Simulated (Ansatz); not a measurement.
SnSe in space group Pnma (No. 62; Se on 4c, Sn on 4c), the program Ansatz at the LDA level (PAW), all energies at zero smearing, with the estimated change up to a 700 eV cutoff added, with one set of potentials and settings (totals compare only within such a set). Cell of 8 atoms (4 Se, 4 Sn): -45054.629 eV.

```
element                reference phase  E (eV/atom)
-------  -----------------------------  -----------
Se         P3_121, 3 atoms in the cell   -5383.2604
Sn       I4_1/amd, 2 atoms in the cell   -5879.5359
```

Formation energy per atom, worked out: (-45054.629 − 4×(-5383.2604) − 4×(-5879.5359))/8 = -0.430 eV/atom (-42 kJ per mol of atoms), at 0 K, without zero-point energy or fitted corrections.

The LDA relaxation kept the symmetry of its start; of distortions, only those at the zone centre were tested. A crystal of weakly bound layers computed without a dispersion correction: the cell and the soft elastic constants depend strongly on that. The references are the lowest solids computed at this level, not always the standard phases. Spin–orbit coupling is left out wherever it is not named.

Potentials: the later of the program's two PAW sets.
